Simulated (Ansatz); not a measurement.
# Ca2Nb2O6F: field gradients at two levels of theory

Cell: a structure deposited in the COD, its atoms then relaxed with PBE in this cell.

Space group Fd-3m:1 (No. 227); a = 10.4300 Å.

| site | Wyckoff | site symmetry | x | y | z |
| --- | --- | --- | --- | --- | --- |
| Ca | 16d | .-3m | 0.1250 | 0.1250 | 0.6250 |
| Nb | 16c | .-3m | 0.6250 | 0.6250 | 0.1250 |
| O | 48f | 2.mm | 0.2954 | 0.5000 | 0.0000 |
| F | 8b | -43m | 0.0000 | 0.0000 | 0.5000 |

One atom of each set is listed; the run and its k-mesh use a cell of 22 atoms with edges of 7.38, 7.38, 7.38 Å.

First run. The numbers come from a DFT calculation in Ansatz (PBE, plane waves and PAW, scalar-relativistic, 420 eV cutoff, Γ-centred 6×6×6 k-points, Fermi–Dirac smearing 0.05 eV).

| site | V_zz (10²¹ V/m²) | η |
| --- | --- | --- |
| Ca | -0.90 | 0.00 |
| Nb | 9.20 | 0.00 |
| O | -0.64 | 0.89 |

Second run. The same atoms and settings, except that the functional is r2SCAN and the cutoff is 500 eV.

Task: What does the second run give?

Result: 

```json
{"site": "Ca", "V_zz": "-0.96", "η": "0.00", "change of V_zz": "-0.06"}
{"site": "Nb", "V_zz": "8.69", "η": "0.00", "change of V_zz": "-0.51"}
{"site": "O", "V_zz": "-0.69", "η": "0.71", "change of V_zz": "-0.05"}
```

The largest change of V_zz is on Nb, from 9.20 to 8.69. In per cent, |V_zz| changes by -6 on Nb (all sites that start above 2). Where |V_zz| stays above 0.1, η moves most on O, from 0.89 to 0.71. Sites without a gradient aren't listed.

The run finds no gap above 0.1 eV (a metal, or nearly one), so the gradients can move by 10 % or more with the k-mesh. Without spin–orbit coupling (the program notes it for Nb) the gradients can shift somewhat, as the gap is small. Semilocal functionals can leave a metal where correlation in the d or f shell opens a gap in the real compound, and that would change the values at and beside Nb.
